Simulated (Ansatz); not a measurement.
MgAu:
```yaml
crystal:
  lattice:
    - [3.25728, 0.00000, 0.00000]
    - [0.00000, 3.25728, 0.00000]
    - [0.00000, 0.00000, 3.25728]
  atoms:
    - { symbol: Mg, position: [0.50000, 0.50000, 0.50000] }
    - { symbol: Au, position: [0.00000, 0.00000, 0.00000] }
```

Relaxed with PBEsol. Special points in fractions of this cell's reciprocal vectors: Γ (0.000, 0.000, 0.000); X (0.000, 0.500, 0.000); M (0.500, 0.500, 0.000); R (0.500, 0.500, 0.500).

Task: List the band energies nearest the Fermi level at these points for plane-wave PAW PBEsol (Ansatz code).

Result: In eV from the Fermi level; about four levels below and three above (degenerate sets whole), none deeper than 8.9 eV; … stands for higher levels left out; points with the same levels are listed once.

```tsv
k	below	above
Γ	-5.81 -5.81 -4.02 -4.02 -4.02	5.42 5.42 5.42
X	-4.73 -4.73 -4.28 -3.93 -2.53	7.49 8.56 8.56
M	-3.29 -1.34 -1.34 -0.58	4.02 11.52 …
R	-5.90 -5.90 -5.90 -3.25 -3.25	1.97 1.97 1.97
```

Space group Pm-3m (CsCl type). The first step of the workflow began from a Materials Project structure, measured or hypothetical; the Crystallography Open Database files this formula in space group No. 221, but the cells were not matched. Whether it is the stable phase at ambient conditions was not checked. The cell was relaxed with PBEsol under the symmetry of its start; of distortions, only those at the zone centre were tested. Spin–orbit coupling is left out wherever it is not named.

Potentials: the later of the program's two PAW sets.
